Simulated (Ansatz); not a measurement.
YInCu$_{4}$ in space group F-43m (No. 216; Y on 4a, In on 4d, Cu on 16e), r²SCAN (plane waves, PAW; program Ansatz), all energies at zero smearing, with the estimated change up to a 700 eV cutoff added, with one set of potentials and settings (totals compare only within such a set). Cell of 6 atoms (1 Y, 1 In, 4 Cu): -35998.347 eV.

| element | reference phase | E (eV/atom) |
|---|---|---|
| Y | P6_3/mmc, 2 atoms in the cell | -3859.7073 |
| In | I4/mmm, 1 atoms in the cell | -5611.8204 |
| Cu | Fm-3m, 1 atoms in the cell | -6631.2396 |

Formation energy per atom, worked out: (-35998.347 − 1×(-3859.7073) − 1×(-5611.8204) − 4×(-6631.2396))/6 = -0.310 eV/atom (-30 kJ per mol of atoms), at 0 K, without zero-point energy or fitted corrections.

The first step of the workflow began from a Materials Project structure, measured or hypothetical; the Crystallography Open Database copy checked does not list it. With Y and In taken as one species the cell has the higher symmetry Fd-3m, so it may be an ordered model of a mixed-site phase. Whether it is the stable phase at ambient conditions was not checked. The r²SCAN relaxation kept the symmetry of its start; its stability against distortions is not shown here. No spin polarisation was allowed. The references are the lowest solids computed at this level, not always the standard phases.

Potentials: the later of the program's two PAW sets.
